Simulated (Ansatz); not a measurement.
CsCl (CsCl type, Pm-3m), DFT-PBE in the program Ansatz with PAW potentials. The conduction-band minimum lies at Γ, with 1 equivalent valley. Second derivatives d²E/dk² of the lowest band at one valley (eV·Å²), along Cartesian directions:

| direction | d²E/dk² |
|---|---|
| [100] | 21.24 |
| [010] | 21.24 |
| [001] | 21.24 |
| [110] | 21.24 |
| [101] | 21.24 |
| [011] | 21.24 |

Task: Find the principal effective masses, the density-of-states mass and the conductivity mass.

Result: Off-diagonal terms follow from H_xy = H[110] − (H_xx + H_yy)/2, and m*/mₑ = 7.620 eV·Å² over each eigenvalue: 0.36, 0.36, 0.36. One valley's DOS mass (m₁m₂m₃)^(1/3) = 0.36, conductivity mass 3/(Σ 1/mᵢ) = 0.36 mₑ.

Task: What effective density of states Nc follows at 300 K for parabolic valleys?

Result: Nc = 2.509e19 × 1 × (0.36)^(3/2) ≈ 5.4e18 cm⁻³.

Symmetry was held in the PBE relaxation. Spin–orbit coupling is left out wherever it is not named.

Potentials: the later of the program's two PAW sets.

Edges and masses are those of Kohn–Sham bands, whose gap is no quasiparticle gap.
